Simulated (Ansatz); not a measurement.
**TiAl at 8 GPa (stress–strain coefficients): relaxed-ion elastic tensor**

The calculation used DFT LDA, scalar-relativistic, plane waves, PAW (Ansatz 0.2.0). Cutoff 420 eV, 16×16×10 k-points (Γ-centred), Fermi-Dirac smearing of 0.15 eV. No spin polarisation.

The cell, relaxed at 8 GPa:
```
CELL_PARAMETERS angstrom
2.71593 0.00000 0.00000
0.00000 2.71593 0.00000
0.00000 0.00000 3.92686
ATOMIC_POSITIONS crystal
Ti 0.00000 0.00000 0.00000
Al 0.50000 0.50000 0.50000
```

In a metal, frequencies and elastic constants depend on the k mesh and the smearing, soft modes and shear constants most. Other phases may be more stable at this pressure.

(1) Give the relaxed-ion elastic constants (GPa, Voigt order xx yy zz yz xz xy, on the axes of the cell above).

(2) Is the crystal stable against homogeneous strain?

(3) And the moduli of a polycrystal (Hill averages)?

Answers

(1)
C11 = 255.1, C12 = 85.1, C13 = 129.3, C22 = 255.1, C23 = 129.3, C33 = 207.7, C44 = 145.7, C55 = 145.7, C66 = 41.3 GPa; the others vanish.

(2) Yes: the least eigenvalue of the tensor is 41.3 GPa.

(3) B = 156 GPa, G = 79 GPa, E = 203 GPa, ν = 0.28.

Cost: 1 run of about 2.9 core-minutes, on Intel Xeon Platinum 8259CL (Skylake/Cascade Lake) (shared hosts).